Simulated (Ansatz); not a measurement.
# ZrSiS, first-principles data

ZrSiS:
```xyz
6
Lattice="3.4978 0.0000 0.0000 0.0000 3.4978 0.0000 0.0000 0.0000 7.9736" Properties=species:S:1:pos:R:3 pbc="T T T"
Zr     0.0000     1.7489     5.8089
Zr     1.7489     0.0000     2.1646
Si     0.0000     0.0000     0.0000
Si     1.7489     1.7489     0.0000
S      1.7489     0.0000     4.9452
S      0.0000     1.7489     3.0283
```

Space group P4/nmm (No. 129); conventional cell a = 3.4978 Å, b = 3.4978 Å, c = 7.9736 Å, α = 90.00°, β = 90.00°, γ = 90.00°.

Method: DFT-LDA in the program Ansatz with PAW potentials. Structure relaxed to zero pressure with the same functional. Other levels are named where they apply.

**Cell and energy**

Volume per atom: 16.26 Å³
Density: 5.15 g/cm³
Formation energy from the elements (no fitted shifts): -1.38 eV/atom

**Electronic structure**

- Electronic character = metallic (no gap)
- Density of states at the Fermi level = 0.07 states/eV per atom (mean over ±0.08 eV)

**Mechanics**

Bulk modulus (Birch–Murnaghan fit): 147 GPa
Pressure derivative B′: 4.6

**Phonons**

Highest zone-centre frequency: 366 cm⁻¹
Zone-centre stability: no imaginary mode at Γ

The first step of the workflow began from a Materials Project structure, measured or hypothetical; the Crystallography Open Database files this formula in space group No. 129, but the cells were not matched. Its standing as an ambient phase is unchecked. The cell was relaxed with LDA under the symmetry of its start. No spin polarisation was allowed. As this level gives no gap, phonon frequencies hold no LO–TO term and depend on the k-mesh and smearing (Fermi–Dirac, 0.1 eV here). The references are the lowest solids computed at this level, not always the standard phases. Scalar-relativistic: spin–orbit coupling is off unless named, which matters more the heavier the elements.

Potentials: the later of the program's two PAW sets.
